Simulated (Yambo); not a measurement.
G0W0@PBEsol for Rb₂ScAgCl₆ (space group Fm-3m, No. 225) in Yambo. Reference settings: 2×2×2 Γ-centred k mesh, bands 6 to 305 and a 6 Ry block in the screening, 305 bands in G with the Bruneval-Gonze terminator, plasmon pole fitted at 27.2 eV. The PBEsol gap L → X on this mesh is 3.24 eV; G0W0 gaps are taken between the same points.

```json
[
 {"change from the reference": "reference settings", "G0W0 gap L → X (eV)": "6.07", "shift of the valence edge (eV)": "-1.28"},
 {"change from the reference": "5 Ry block", "G0W0 gap L → X (eV)": "6.07", "shift of the valence edge (eV)": "-1.26"},
 {"change from the reference": "122 bands in G", "G0W0 gap L → X (eV)": "6.10", "shift of the valence edge (eV)": "-1.22"},
 {"change from the reference": "122 bands in G, no terminator", "G0W0 gap L → X (eV)": "6.17", "shift of the valence edge (eV)": "-0.63"},
 {"change from the reference": "149 bands in W", "G0W0 gap L → X (eV)": "6.25", "shift of the valence edge (eV)": "-1.22"},
 {"change from the reference": "pole fitted at 10 eV", "G0W0 gap L → X (eV)": "6.04", "shift of the valence edge (eV)": "-1.18"},
 {"change from the reference": "3 Ry block", "G0W0 gap L → X (eV)": "?", "shift of the valence edge (eV)": "-1.26"},
 {"change from the reference": "201 bands in G, no terminator", "G0W0 gap L → X (eV)": "?", "shift of the valence edge (eV)": "-0.92"}
]
```

Q: Estimate the withheld gaps from the other rows; the computed values follow.

A: 
- 3 Ry block, G0W0 gap L → X (eV): 6.18
- 201 bands in G, no terminator, G0W0 gap L → X (eV): 6.15

The reference isn't shown to be the converged limit.

Spin-orbit coupling is not included.

Geometry of the Materials Project entry, not relaxed at this level; primitive cell a = 7.4105 Å, b = 7.4105 Å, c = 7.4105 Å, α = 60.00°, β = 60.00°, γ = 60.00°.

The structure is a Materials Project entry; no match was found in the copy of COD used, and its stability was not checked.

A shift is the quasiparticle energy of the state minus its PBEsol energy.
